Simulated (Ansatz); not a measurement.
Given:

Ba₃Al₂Sn₂:
```xyz
7
Lattice="-2.3072 2.6429 10.3589 2.3072 -2.6429 10.3589 2.3072 2.6429 -10.3589" Properties=species:S:1:pos:R:3 pbc="T T T"
Al     0.0000     2.6429     1.2755
Al     2.3072     0.0000     9.0834
Sn     0.0000     0.0000    13.1674
Sn     0.0000     0.0000     7.5504
Ba     2.3072     0.0000     0.0000
Ba     0.0000     0.0000    16.9476
Ba     0.0000     0.0000     3.7703
```

This is the r²SCAN-relaxed structure.

Problem. All from r²SCAN (plane waves, PAW; program Ansatz), unless another level is named. Predict the formation energy from the elements (no fitted shifts).

Solution. -0.64 eV/atom.

Problem. Predict the density of states at the Fermi level.

Solution. 0.37 states/eV per atom (mean over ±0.08 eV).

Space group Immm. The workflow started from an entry of the Crystallography Open Database (COD). Its standing as an ambient phase is unchecked. The r²SCAN relaxation kept the symmetry of its start; whether a distortion lowers the energy is not shown. The references are the lowest solids computed at this level, not always the standard phases. Scalar-relativistic: spin–orbit coupling is off unless named, which matters more the heavier the elements.

Potentials: the later of the program's two PAW sets.
